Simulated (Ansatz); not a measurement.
AlGa₃N₄:
```yaml
crystal:
  lattice:
    - [4.46535, 0.00000, 0.00000]
    - [0.00000, 4.46535, 0.00000]
    - [0.00000, 0.00000, 4.46535]
  atoms:
    - { symbol: Al, position: [0.00000, 0.00000, 0.00000] }
    - { symbol: Ga, position: [0.50000, 0.50000, 0.00000] }
    - { symbol: Ga, position: [0.00000, 0.50000, 0.50000] }
    - { symbol: Ga, position: [0.50000, 0.00000, 0.50000] }
    - { symbol: N, position: [0.75535, 0.75535, 0.24465] }
    - { symbol: N, position: [0.75535, 0.24465, 0.75535] }
    - { symbol: N, position: [0.24465, 0.24465, 0.24465] }
    - { symbol: N, position: [0.24465, 0.75535, 0.75535] }
```

Relaxed with r²SCAN. Special points in fractions of this cell's reciprocal vectors: Γ (0.000, 0.000, 0.000); X (0.000, 0.500, 0.000); M (0.500, 0.500, 0.000); R (0.500, 0.500, 0.500).

Task: List the band energies nearest the valence-band maximum at these points for plane-wave PAW r²SCAN (Ansatz code).

Result: In eV from the valence-band maximum; about four levels below and three above (degenerate sets whole), none deeper than 8.9 eV; points with the same levels are listed once.

```csv
k,below,above
Γ,-2.52 -2.52 -2.52 0.00 0.00 0.00,2.82 3.93 3.93 3.93
X,-1.53 -1.53 -1.21 -1.21,5.45 5.56 6.79 6.79
M,-1.00 -0.98 -0.98 -0.62,7.33 7.53 7.53
R,-0.76 -0.76 -0.69 -0.69 -0.69,5.59 5.59 5.59
```

Space group P-43m. The workflow started from a Materials Project entry (that database holds measured and hypothetical structures alike); the Crystallography Open Database copy checked does not list it. With Al and Ga taken as one species the cell has the higher symmetry F-43m, so it may be an ordered model of a mixed-site phase. Whether it is the stable phase at ambient conditions was not checked. The cell was relaxed with r²SCAN under the symmetry of its start; whether a distortion lowers the energy is not shown. Scalar-relativistic: spin–orbit coupling is off unless named, which matters more the heavier the elements.

Potentials: the later of the program's two PAW sets.
